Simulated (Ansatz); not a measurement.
TiO$_{2}$ (anatase)

```cif
data_O4Ti2
_chemical_formula_sum 'Ti2 O4'
_space_group_name_H-M_alt 'P 1'
_space_group_IT_number 1
_cell_length_a 5.54453
_cell_length_b 5.54453
_cell_length_c 5.54453
_cell_angle_alpha 139.933
_cell_angle_beta 139.933
_cell_angle_gamma 57.955
loop_
_space_group_symop_operation_xyz
  'x, y, z'
loop_
_atom_site_label
_atom_site_type_symbol
_atom_site_fract_x
_atom_site_fract_y
_atom_site_fract_z
_atom_site_occupancy
Ti1 Ti 0.50000 0.50000 0.00000 1
Ti2 Ti 0.25000 0.75000 0.50000 1
O1 O 0.29355 0.29355 0.00000 1
O2 O 0.04355 0.54355 0.50000 1
O3 O 0.45645 0.95645 0.50000 1
O4 O 0.70645 0.70645 0.00000 1
```

This relaxed cell (volume V₀) is scaled evenly in all directions, its shape held. The atoms relax within the cell's symmetry.

These are PBE (plane waves to 420 eV, PAW, scalar-relativistic; Ansatz, a program for electronic structure) values and carry that method's errors. k mesh 12×12×12 (Γ-centred), Fermi-Dirac smearing 0.05 eV. Energies are smeared free energies. Stress and pressure are positive under compression. TiO2 is run without spin polarisation. TiO2 was relaxed with its symmetry unable to fall. The zero of ΔE is the relaxed starting cell.

Predict the ΔE (kJ/mol of atoms) and P (GPa) at V/V₀ = 0.920, 0.960, 1.020, 1.060, 1.080.


```json
[
 {"V/V₀": "0.920", "ΔE (kJ/mol of atoms)": "4.93", "P (GPa)": "18.9"},
 {"V/V₀": "0.960", "ΔE (kJ/mol of atoms)": "1.14", "P (GPa)": "8.4"},
 {"V/V₀": "1.020", "ΔE (kJ/mol of atoms)": "0.26", "P (GPa)": "-3.6"},
 {"V/V₀": "1.060", "ΔE (kJ/mol of atoms)": "2.14", "P (GPa)": "-9.6"},
 {"V/V₀": "1.080", "ΔE (kJ/mol of atoms)": "3.67", "P (GPa)": "-12.1"}
]
```

(Under strain, the slope of the energy per volume gives the stress and its curvature an elastic modulus.)
